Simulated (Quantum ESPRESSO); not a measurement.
# Hf3ZnMoMgLi2: one composition in several site orders

A calculation, not a measurement. The program is pw.x of Quantum ESPRESSO 7.5 (plane-wave density functional theory). The cell is made up: eight metal atoms on a hexagonal close-packed lattice, with elements, volume, strain and displacements drawn at random and not relaxed, so it may be unstable or far from any real phase. PseudoDojo standard norm-conserving files set the functional (PBE unless stated); there is no spin polarisation or spin-orbit coupling, the Fermi-Dirac width of 0.25 eV means electrons at about 2900 K, and the masses in the input are unused placeholders. Heavy elements are run without spin-orbit coupling, which real alloys of them have. A spin test at this wide smearing found no moment, but such smearing suppresses magnetism that the real alloy may have.

The runs put one composition on the sites in different orders. Cell, positions, cutoff, mesh and smearing stay as in the input of run 1; sites are counted in its order. Stress in the tables is positive in tension.

Input of run 1:

```
&control calculation='scf', pseudo_dir='./dojo.nc.sr.pbe.v0_5.standard.upf', outdir='./o', disk_io='minimal', tprnfor=.true., tstress=.true. /
&system ibrav=0, nat=8, ntyp=5, nbnd=56, ecutwfc=84.00895049, nosym=.true., tot_charge=0,
 occupations='smearing', smearing='fd', degauss=0.0183746611
/
&electrons conv_thr=1.470e-08, electron_maxstep=70, mixing_beta=0.5 /
ATOMIC_SPECIES
Hf 1.0 Hf.upf
Li 1.0 Li.upf
Mg 1.0 Mg.upf
Mo 1.0 Mo.upf
Zn 1.0 Zn.upf
CELL_PARAMETERS angstrom
3.0055 0.0331 0.0066
1.4631 -2.5446 -5.1401
1.5777 7.79 -5.1868
ATOMIC_POSITIONS angstrom
Hf -0.0024 -0.0104 0.0245
Zn 1.5277 2.6336 -5.2341
Mo 1.4679 -0.8458 -2.6409
Mg 3.0111 1.8359 -7.7481
Li 3.0531 5.1767 -5.1396
Hf 2.9754 0.0758 -5.1314
Hf 3.0383 1.7152 -2.5462
Li 4.5358 4.436 -7.764
K_POINTS automatic
8 4 3 1 1 1
```

| run | elements on sites 1 to 8 | free energy less that of run 1 (eV) | -TS (eV) | pressure (GPa) | stress xx (GPa) | stress yy (GPa) | stress zz (GPa) | stress yz (GPa) | stress xz (GPa) | stress xy (GPa) | iterations |
| --- | --- | --- | --- | --- | --- | --- | --- | --- | --- | --- | --- |
| 1 | Hf Zn Mo Mg Li Hf Hf Li | 0.000 | -1.396 | -1.50 | 0.83 | -0.97 | 4.64 | 1.12 | 0.02 | 0.47 | 16 |
| 2 | Hf Zn Li Hf Li Mo Mg Hf | 1.094 | -1.505 | -3.67 | 3.18 | 2.96 | 4.86 | -0.12 | -0.02 | 0.69 | 16 |
| 3 | Mg Li Li Zn Hf Hf Mo Hf | 1.477 | -1.541 | -4.13 | 3.68 | -0.68 | 9.38 | 2.49 | 0.19 | 0.94 | 16 |
| 4 | Hf Li Zn Hf Hf Li Mo Mg | 1.270 | -1.532 | -2.94 | 2.16 | 3.46 | 3.19 | -0.80 | 0.03 | 0.78 | 17 |
| 5 | Hf Hf Mg Zn Hf Mo Li Li | 0.785 | -1.498 | -2.96 | 3.82 | 4.28 | 0.78 | -0.75 | 0.11 | 0.52 | 17 |
| 6 | Zn Mg Hf Mo Li Li Hf Hf | 0.812 | -1.496 | -3.12 | 3.70 | 4.20 | 1.46 | 0.47 | 0.06 | 0.61 | 14 |

Forces Fx Fy Fz (eV/Å):

```
site             run 1              run 2             run 3             run 4             run 5             run 6
   1   0.01 0.02 -0.23    -0.06 0.69 0.17  -0.05 0.18 -0.74  -0.14 0.07 -1.31  -0.15 0.98 -0.41  -0.04 0.00 -0.26
   2   -0.06 0.08 0.22   -0.04 -0.24 0.07  -0.03 -0.11 0.15  -0.01 -0.41 0.62  0.07 -1.42 -0.14  -0.03 -0.25 0.07
   3   -0.06 0.33 0.06    0.04 0.31 -0.22    0.03 0.41 0.39    0.04 0.46 0.22   0.07 0.38 -0.07    0.11 0.19 0.67
   4    0.00 0.43 0.00     0.12 0.16 0.77  0.05 -0.65 -0.03  0.09 -1.53 -0.25   0.03 -0.19 0.07   0.05 -0.24 0.08
   5  0.00 -0.40 -0.23  -0.01 -0.33 -0.04  -0.03 -0.68 0.09    0.04 0.21 0.16   -0.04 0.19 0.53   -0.04 0.27 0.20
   6   -0.04 0.05 0.29  -0.03 -0.43 -0.69  -0.03 0.08 -0.51   -0.03 0.24 0.03   0.00 0.00 -0.14  0.00 -0.10 -0.26
   7  0.14 -0.55 -0.55   0.03 -0.13 -0.17   -0.01 1.10 0.09    0.01 0.37 0.46   -0.02 0.44 0.05   -0.15 1.32 0.20
   8    0.01 0.03 0.42   -0.04 -0.03 0.12   0.06 -0.31 0.55    0.00 0.59 0.07   0.05 -0.38 0.12  0.11 -1.19 -0.70
```

The sites are displaced and not relaxed, so the energy differences mix bonding between neighbours with strain and are not ordering energies. A rerun of one cell of this series at a higher cutoff and on a denser mesh moved values by no more than 0.002 eV in energy, 0.04 GPa in stress and 0.010 eV/Å in force, and a second program with other atomic files agreed on that cell to 2 % rms in force and 0.5 GPa in pressure.